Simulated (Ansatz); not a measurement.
**Trial structures of ScGaCl6**

ScGaCl6 was placed in 6 structures, borrowed from other compounds or built from prototypes, and relaxed with PBEsol and then r2SCAN+rVV10 in Ansatz 0.2.0, symmetry kept. Energies are static, from a final single point; gaps are the least over its mesh and special points. The cells were built from prototypes, so some may not be known phases; spin polarisation is off.

```json
{"start": "KCrF6 type (No. 148)", "ends in": "R-3", "volume (Å³/atom)": "26.18", "energy, r2SCAN+rVV10 (meV/atom)": "2", "gap, r2SCAN+rVV10 (eV)": "3.63", "shaken (PBEsol)": "returns (8 atoms)"}
{"start": "AlSiNi6 type (No. 123)", "ends in": "P4/mmm", "volume (Å³/atom)": "22.45", "energy, r2SCAN+rVV10 (meV/atom)": "981", "gap, r2SCAN+rVV10 (eV)": "metal", "shaken (PBEsol)": "falls 900 meV"}
{"start": "MgZrF6 type (No. 225)", "ends in": "Fm-3m", "volume (Å³/atom)": "28.08", "energy, r2SCAN+rVV10 (meV/atom)": "152", "gap, r2SCAN+rVV10 (eV)": "2.24", "shaken (PBEsol)": "falls 110 meV"}
{"start": "LaAlH6 type (No. 166)", "ends in": "R-3m", "volume (Å³/atom)": "31.89", "energy, r2SCAN+rVV10 (meV/atom)": "31", "gap, r2SCAN+rVV10 (eV)": "3.72", "shaken (PBEsol)": "returns (8 atoms)"}
{"start": "CuSnF6 type (No. 2)", "ends in": "R-3", "volume (Å³/atom)": "22.12", "energy, r2SCAN+rVV10 (meV/atom)": "0", "gap, r2SCAN+rVV10 (eV)": "2.88", "shaken (PBEsol)": "returns (8 atoms)"}
{"start": "MgTiF6 type (No. 148)", "ends in": "R-3", "volume (Å³/atom)": "22.13", "energy, r2SCAN+rVV10 (meV/atom)": "0", "gap, r2SCAN+rVV10 (eV)": "2.88", "shaken (PBEsol)": "returns (8 atoms)"}
```
Energies count from the lowest cell; the last column tells what a randomly displaced small cell does when relaxed without symmetry, which tests only the distortions that fit it.

The two lowest cells, from CuSnF6 type (No. 2) and KCrF6 type (No. 148), differ by 2 meV an atom, too little for a functional to decide. PBEsol's relaxations put the cell from KCrF6 type (No. 148) lowest instead. With PBEsol some shaken cells land within 15 meV an atom of the lowest symmetric one. Other structures, not tried here, could lie lower.

The start from MgTiF6 type (No. 148) relaxes into the same structure as CuSnF6 type (No. 2). The cells shaken are PBEsol's, whose volumes can differ from those tabled by ten per cent. The falls are PBEsol's, in meV an atom on the shaken cell's own mesh; a cell that falls isn't a minimum, and its place in the table may change once it distorts.

The cells in order of energy (the first three):
- CuSnF6 type (No. 2): R-3, 22.12 Å³ an atom. Sc is surrounded by 6 Cl at 2.49 Å; Ga is surrounded by 6 Cl at 2.37 Å; Cl is surrounded by 1 Ga at 2.37 Å and 1 Sc at 2.49 Å.
- KCrF6 type (No. 148): R-3, 26.18 Å³ an atom. Sc has 6 Cl at 2.49 Å; Ga has 6 Cl at 2.38 Å; Cl has 1 Ga at 2.38 Å and 1 Sc at 2.49 Å.
- LaAlH6 type (No. 166): R-3m, 31.89 Å³ an atom. Around Sc lie 6 Cl at 2.49 Å; around Ga lie 6 Cl at 2.37 Å; around Cl lie 1 Ga at 2.37 Å and 1 Sc at 2.49 Å.

The lowest symmetric cell:
```
CELL_PARAMETERS angstrom
6.06763 0.07838 -0.05951
2.96730 5.29236 0.10981
0.01204 3.35546 5.64070
ATOMIC_POSITIONS crystal
Sc 0.00000 0.00000 0.00000
Ga 0.50000 0.00000 0.50000
Cl 0.74100 0.84270 0.25607
Cl 0.25900 0.15730 0.74393
Cl 0.58371 0.51507 0.74394
Cl 0.41629 0.48493 0.25606
Cl 0.09878 0.16020 0.25607
Cl 0.90122 0.83980 0.74393
```
